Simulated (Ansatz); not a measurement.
Ge2Sb2Te5:
Space group Cm (No. 8); a = 13.366 Å, b = 5.992 Å, c = 9.445 Å, α = γ = 90.00°, β = 134.47°

| atom | site | symmetry | x | y | z |
|---|---|---|---|---|---|
| Ge | 2a | m | 0.4894 | 0.0000 | 0.9812 |
| Ge | 2a | m | 0.0843 | 0.0000 | 0.3673 |
| Sb | 2a | m | 0.1831 | 0.5000 | 0.7928 |
| Sb | 2a | m | 0.3113 | 0.0000 | 0.2049 |
| Te | 2a | m | 0.3091 | 0.5000 | 0.2203 |
| Te | 2a | m | 0.3975 | 0.0000 | 0.6107 |
| Te | 2a | m | 0.0047 | 0.0000 | 0.0084 |
| Te | 2a | m | 0.1103 | 0.5000 | 0.4085 |
| Te | 2a | m | 0.2104 | 0.0000 | 0.8062 |
(The calculation used a cell of 9 atoms; values per cell refer to that cell.)

Relaxed at zero pressure with plane-wave PAW PBEsol (Ansatz code).

Q: The volume is raised by 3 % and shape and atoms relax at that volume. What pressure results, and how do the axes share the change?

A: -0.9 GPa; a 1.0 %, b 0.8 %, c 0.9 %; the energy rises by 3 meV/atom.

Q: Give the new structure.

A: 
Space group Cm (No. 8); a = 13.498 Å, b = 6.039 Å, c = 9.530 Å, α = γ = 90.00°, β = 134.30°

```csv
atom,site,symmetry,x,y,z
Ge,2a,m,0.4886,0.0000,0.9803
Ge,2a,m,0.0818,0.0000,0.3639
Sb,2a,m,0.1813,0.5000,0.7912
Sb,2a,m,0.3118,0.0000,0.2050
Te,2a,m,0.3092,0.5000,0.2165
Te,2a,m,0.4002,0.0000,0.6137
Te,2a,m,0.0063,0.0000,0.0119
Te,2a,m,0.1067,0.5000,0.4068
Te,2a,m,0.2143,0.0000,0.8109
```

The phase is kept; no other phase was compared at this pressure.

The workflow started from a Materials Project entry (that database holds measured and hypothetical structures alike); the Crystallography Open Database copy checked does not list it. It is not the phase usual at ambient conditions (space group No. 164). The PBEsol relaxation kept the symmetry of its start; whether a distortion lowers the energy is not shown. Scalar-relativistic: spin–orbit coupling is off unless named, which matters more the heavier the elements.

Potentials: the later of the program's two PAW sets.
